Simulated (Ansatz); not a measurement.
Ga4AsP3: rattling a relaxed structure

The cell was found from a structure generator's guess, not taken from experiment.

These are results of Ansatz 0.2.0, DFT PBE, scalar-relativistic, plane waves, PAW, not measurements. Plane waves to 420 eV, a k mesh through Γ of 8×4×4 on the computed 8-atom cell and Gaussian smearing (0.02 eV); no spin polarisation.

The cell below (8 atoms, space group Amm2 (No. 38)) is relaxed within its symmetry.

```xyz
8
Lattice="3.9343 0.0000 0.0000 0.0000 3.9350 5.5642 0.0000 -3.9350 5.5642" Properties=species:S:1:pos:R:3 pbc="T T T"
Ga    0.0000    0.0000   11.0735
Ga    1.9671   -1.9276    8.3707
Ga    1.9671    1.9276    8.3707
Ga    0.0000    0.0000    5.5675
P     0.0000    1.9664    4.1732
P     0.0000   -1.9664    4.1732
P     1.9671    0.0000    6.9558
As    1.9671    0.0000    1.3932
```

For the test it was strained at random (σ = 1.5 % a component), the atoms were moved at random (σ = 0.05 Å), and all was relaxed again on a coarse 4×2×2 mesh (in the run’s order of axes) with 0.10 eV smearing, with no symmetry imposed.

Q: Does it come back?

A: It returns, within 1 meV/atom of the unmoved cell on that mesh and with the same symmetry when read at 0.1 Å (Cm at 0.01 Å, so small strains and shifts remain). So it is stable against the distortions that fit this cell and that this random move excites. Modes that don't fit the cell aren't tested.
